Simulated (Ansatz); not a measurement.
Input file of a DFT run on Gd with Ansatz:

```yaml
crystal:
  lattice:
    - [3.6388843144, 0.0, 0.0]
    - [-1.8194421572, 3.1513662577, 0.0]
    - [0.0, 0.0, 5.9126455299]
  atoms:
    - { symbol: Gd, position: [0.3333333333, 0.6666666667, 0.75], spin: 8.34 }
    - { symbol: Gd, position: [0.6666666667, 0.3333333333, 0.25], spin: 8.34 }
basis:
  ecutwfc: 500
  ecutrho_ratio: 4
kpoints:
  mp_grid: { grid: [14, 14, 8] }
  band_path:
    path:
      - [[0.0, 0.0, 0.0], [0.5, 0.0, 0.0], [0.33333333, 0.33333333, 0.0], [0.0, 0.0, 0.0], [0.0, 0.0, 0.5], [0.5, 0.0, 0.5], [0.33333333, 0.33333333, 0.5], [0.0, 0.0, 0.5]]
      - [[0.5, 0.0, 0.5], [0.5, 0.0, 0.0]]
      - [[0.33333333, 0.33333333, 0.5], [0.33333333, 0.33333333, 0.0]]
    npoints: 14
hamiltonian:
  xc: r2scan
scf:
  occupations: { method: gaussian, width: 0.05 }
  n_extra_bands: 25
output:
  forces: true
  stress: true
  eigenvalues: true
  populations: true
  hubbard: { sites: [{ species: Gd, l: f }] }
  dos: { projected: true, de: 0.02, nscf_kmesh: { grid: [21, 21, 12] } }
  bader: true
magnetization:
  spin_polarized: true
checkpoint:
  read: start.run
```

The folder start.run holds the converged state of an earlier run on the same cell; the run starts from that state's density and uses only the symmetry operations that the state has.

**Question.** Before reading the output: what should come out?

**Answer.** Pressure 0.0 GPa, gap on the mesh zero (metallic), site spin moments Gd 7.58 μB (r²SCAN, scalar-relativistic).

The output:

```
Gd: projections on atomic orbitals take those of the free atom [Kr 4d10] 4f7 5s2 5p6 5d1 6s2, of charge +0.00 (hamiltonian.pseudopotentials.projection_atoms); the dataset's partial waves leave at most 2.5e-4 of an orbital's norm unspanned inside its sphere
scf.n_extra_bands = 25 over 18 filled bands (N_el = 36.0): the run solves 43 bands
Pseudopotentials: kind: paw
Pseudopotential: Gd, paw, valence charge 18, recommended cutoff 500 eV (meta_gga), Gd.paw.azcp
Crystal: 2 atoms, lattice volume = 67.803 Å³
Basis set: ecut = 500 eV, 1761 PW (Γ), exchange–correlation on 108×108×180 points (64 copies of the dense FFT grid, shifted against one another)
Bands: 43, of which v1, the nominal top of the filled ones, is band 18 counted from 1 (17 counted from 0)
Symmetry: 24 space group operations
Space group: P63/mmc (ITA 194), of the structure as read, at distance tolerance 4.1e-5 Å
Magnetic group: BNS 194.263 (UNI 1493), of the structure as read, at distance tolerance 4.1e-5 Å
k-points: 120 of 1568
Initial density: read from a saved state, or passed on in memory by an earlier SCF of this step, an earlier step, the calling program or the single point that the run made first
Stability of the state it starts from, as read at its close in the collinear treatment: not read, because the mixer in use, unlike msr1, does not test its closes by its own steps (another_mixer); its run was given moments
Starting moments: Σ|m| = 16.68 μB on 2 of 2 sites; this step starts from the density that it was given
Initial wavefunctions: pseudopotential atomic-orbital guess
Functional: x = r2scan, c = r2scan; τ floored in thin density (d = 2e-4 eV/Å³)
iter 1 solved again at ethr=5.12e-8 eV; its pass at ethr=3.10e-3 eV (dr2=1.84e-5 eV) is discarded
```

SCF trace (energy estimate counted from the last row):
```tsv
iteration	ΔE (eV)	density residual (eV)	M (μB)
1	0.000	1.81e-11	15.856
2	0.000	7.88e-12	15.856
```

```
SCF 1 converged in 2 iterations: F = -18692.476250 eV  dr2 = 7.88e-12
NSCF: frozen V_eff on 129 k-points
NSCF: frozen V_eff on 336 k-points
SCF converged after 2 iterations
Magnetization: 15.8561 μB (25.9281 up, 10.0719 down)
Absolute magnetization: 15.9434 μB (∫|ρ↑−ρ↓|, with the PAW one-centre terms)
Per-site moments (μB) at R_I (Å): [(7.58468, 1.49605), (7.58468, 1.49605)]
Free energy (F): -18692.476250 eV
E sigma→0 (E₀):  -18692.475538 eV
Entropy (-TS):   -0.001425 eV (-0.712 meV/atom)
Fermi energy:    12.056368 eV
--- Per-component energies (eV) ---
  E_band       = -108.406719
  E_kinetic    = 805.846258
  E_local      = -4276.516349  (includes V_loc(G=0)·N_el)
  E_nonlocal   = 567.701353
  E_hartree    = 1759.248248
  E_xc         = -450.924215
  E_vxc        = -565.581482  (∫ρ·V_xc dr)
  E_paw        = -12935.151122  (= ΣΔE_a)
  E_vpaw       = -188.988809  (= ΣTr[D̂ρ^β])
  E_aug_tail   = 0.000000  (compensation charges beyond the density's cutoff)
  E_vtau       = 30.636024  (kinetic-family band-sum trace: ∫τ·v_τ [+ j·A + Jᵃ·Aᵃ] dr)
  E_ewald      = -4163.357648
  E_core_change = 0.678650  (= ΣΔE_core)
  E_smearing   = -0.001425  (= −TS)
--- Forces (eV/Å), atoms counted from 1 ---
  atom   1  Gd     0.00000000     0.00000000     0.00000000
  atom   2  Gd     0.00000000     0.00000000     0.00000000
--- Stress (GPa, compression-positive) ---
       -0.017988       0.000000       0.000000
        0.000000      -0.017988       0.000000
        0.000000       0.000000       0.017869
  P = ⅓ Tr σ = -0.0060 GPa (-0.060 kbar)
--- Band table (eV; the first three rows and the last of 240) ---
  k-point 0 ↑: bands = ["-35.2798", "-35.2187", "-12.3570", "-11.7698", "-11.7698", "-11.6873", "-11.6806", "-11.6806", "6.1667", "6.2163", "6.2282", "6.2917", "6.2917", "6.2950", "6.2950", "6.3057", "6.3108", "6.3108", "6.3469", "6.3469", "6.3687", "6.3727", "6.4778", "9.0714", "12.4493", "13.2025", "13.2231", "13.2231", "13.7931", "13.7931", "14.5709", "14.5709", "16.6209", "16.6209", "19.6795", "21.1339", "22.0474", "23.4911", "26.5255", "26.5255", "26.5653", "26.6927", "26.6927"]
  k-point 1 ↑: bands = ["-35.2775", "-35.2210", "-12.3330", "-11.7664", "-11.7664", "-11.7145", "-11.6840", "-11.6840", "6.1799", "6.2238", "6.2255", "6.2805", "6.2805", "6.3039", "6.3042", "6.3042", "6.3093", "6.3093", "6.3512", "6.3512", "6.3688", "6.3725", "6.5703", "9.0296", "12.2980", "13.0871", "13.1741", "13.1741", "13.7165", "13.7165", "14.7326", "14.7326", "16.6435", "16.6435", "20.0497", "20.8526", "22.6649", "23.0912", "25.5548", "25.5548", "27.1323", "27.9467", "27.9467"]
  k-point 2 ↑: bands = ["-35.2709", "-35.2277", "-12.2643", "-11.7913", "-11.7568", "-11.7568", "-11.6937", "-11.6937", "6.1909", "6.2187", "6.2433", "6.2723", "6.2723", "6.2916", "6.2916", "6.2985", "6.3260", "6.3260", "6.3572", "6.3572", "6.3693", "6.3721", "6.8671", "8.8559", "12.0196", "12.7845", "13.0993", "13.0993", "13.5320", "13.5320", "15.1312", "15.1312", "16.6386", "16.6386", "20.6497", "21.0233", "22.3441", "23.7672", "24.9171", "24.9171", "27.1539", "27.1539", "28.3206"]
  k-point 119 ↓: bands = ["-31.3425", "-31.3425", "-9.4239", "-9.4239", "-9.2656", "-9.2656", "-8.9388", "-8.9388", "11.6540", "11.6540", "12.4217", "12.4217", "13.3551", "13.3551", "13.3986", "13.3986", "13.4160", "13.4160", "13.5338", "13.5338", "13.6275", "13.6275", "13.6513", "13.6513", "13.7760", "13.7760", "14.3129", "14.3129", "15.7350", "15.7350", "18.3050", "18.3050", "20.6797", "20.6797", "21.6607", "21.6607", "23.0729", "23.0729", "26.3821", "26.3821", "27.5506", "27.5506", "30.0096"]
--- Löwdin populations: 2 sites ---
  site symbol       q [e]    m [muB]
     0     Gd     17.9263     7.9003
     1     Gd     17.9263     7.9003
--- Bader charges: 2 sites ---
  site symbol  charge [e]  shift [e]    m [muB]
     0     Gd      0.0000     0.0000     7.9281
     1     Gd      0.0000     0.0000     7.9281
  estimated error of the sums over rays = 1.1e-4 e
--- Occupation matrices: 2 shells (Löwdin-built; ε = 2.00e-2, provisional) ---
  Gd0 f_4F up     Tr n = 6.9954  λ = 0.999 0.999 0.999 0.999 0.999 0.999 0.999
  Gd0 f_4F dn     Tr n = 0.0203  λ = 0.001 0.002 0.002 0.002 0.003 0.005 0.005
  Gd1 f_4F up     Tr n = 6.9954  λ = 0.999 0.999 0.999 0.999 0.999 0.999 0.999
  Gd1 f_4F dn     Tr n = 0.0203  λ = 0.001 0.002 0.002 0.002 0.003 0.005 0.005
```

Without a U the 4f levels of Gd lie too near the Fermi level, so their share of the states there, and what hangs on it, is overstated. No spin–orbit coupling, a notable omission for heavy elements. The run wasn't fully tested for a lower electronic state. Site moments are of spin, integrated over atomic spheres.
